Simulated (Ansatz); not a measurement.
A generator proposed this cell of In5Sb2As3.

```xyz
10
Lattice="8.1866 0.0000 0.0000 0.0000 3.0980 0.0000 -2.4395 0.0000 10.2257" Properties=species:S:1:pos:R:3 pbc="T T T"
In    4.8416    0.0000    7.1580
In    2.7164    0.0000    9.2031
In    3.0307    0.0000    1.0226
In    0.9055    0.0000    3.0677
In   -1.2198    0.0000    5.1128
Sb    0.7483    0.7745    7.1580
Sb    4.9987    0.7745    3.0677
As    2.8735    0.7745    5.1128
As   -1.3769    0.7745    9.2031
As    7.1240    0.7745    1.0226
```

The calculation used DFT PBE, scalar-relativistic, plane waves, PAW (Ansatz). Settings: cutoff 420 eV, Γ-centred mesh 2×6×2 on the computed 10-atom cell, Gaussian smearing of 0.10 eV; no spin polarisation.

Energies over the elements count from the elements' standard structures at the same level, with no fitted energy shifts.

Problem. How far from equilibrium is it?

Solution. The pressure is 1.2 GPa (the mean over three directions, positive in compression), the largest force is 0.66 eV/Å, and the energy is +0.17 eV/atom against the elements. The shortest distance is 2.94 Å.

Problem. Is it a good guess?

Solution. A good one: relaxing gains under 0.1 eV/atom (the start's value is from the coarse mesh, so the gain is rough) in 25 ionic steps and ends at +0.08 eV/atom on the finer mesh. The symmetry stays P2 (No. 3). The volume per atom stays near 25.9 Å³. The shortest distance goes from 2.94 Å (In–As and In–Sb) to 2.71 Å (As–As). Conventional cell: a = 8.312 Å, b = 3.012 Å, c = 10.481 Å, β = 99.7°. Around In on a site of symmetry 1 lie 2 As at 2.95–3.08 Å, 6 In at 3.01–3.34 Å and 2 As at 3.69–3.71 Å; around Sb lie 2 As at 2.92–2.97 Å, 2 Sb at 3.01 Å and 2 In at 3.10–3.18 Å; As on a site of symmetry 2 is surrounded by 2 Sb at 2.92 Å, 2 In at 2.95 Å, 2 As at 3.01 Å and 2 In at 3.71 Å; 3 more sites not described.

The last run used a 6×12×4 mesh (in the run's order of axes) for its 10-atom cell and Gaussian smearing of 0.10 eV. These runs have no spin–orbit coupling, which can matter for Sb. The reference form of As is held partly by dispersion forces, which this level lacks. The relaxation can't lower the symmetry of the start, and the grade says only how near the guess is to its own end. A structure relaxed within its symmetry needn't be a true minimum.
